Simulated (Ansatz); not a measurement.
## What a change of settings does: TaW

First run: DFT, PBEsol, PAW with Ansatz's default frozen-core files, scalar-relativistic (Ansatz 0.2.0).

Command: `ansatz run input.yaml --threads 1 --pin off --max-ram 2048MiB --backend cpu --events-out ev --progress --plain --runs-dir out` It took 19 s on 1 thread of Arm Neoverse V1, with other jobs on the host, peak memory 0.42 GiB.

```yaml
crystal:
  lattice:
    - [1.61412879, -2.3070255, 0.0]
    - [1.61412879, 2.3070255, 0.0]
    - [0.0, 0.0, 4.52139841]
  atoms:
    - { symbol: Ta, position: [-0.015, -0.015, -0.015] }
    - { symbol: W, position: [0.515, 0.515, 0.515] }
kpoints:
  mp_grid: { grid: [11, 11, 7] }
scf:
  occupations: { method: fermi_dirac, width: 0.05 }
hamiltonian:
  xc: pbesol
  pseudopotentials: { kind: paw }
output:
  forces: true
  stress: true
  eigenvalues: true
  populations: true
```

The cell is Materials Project entry mp-1217811, used as a structure alone.

This run: one bond, the shortest of the undistorted cell, set to 2.611 Å.

It converges in 7 SCF iterations at a pressure of -2.47 GPa, largest force 1.828 eV/Å, cutoff 420 eV.

The input is then changed:

```diff
 scf:
-  occupations: { method: fermi_dirac, width: 0.05 }
+  occupations: { method: cold, width: 0.025 }
+  initial_density: { chi_scale: 0.1 }
 hamiltonian:
```

Predict the outcome of the changed run.

It converges in 9 SCF iterations at a pressure of -2.47 GPa, largest force 1.807 eV/Å, cutoff 420 eV, free energy +2.8 meV/atom against the first run's. More than one line changes, and not each need have an effect.
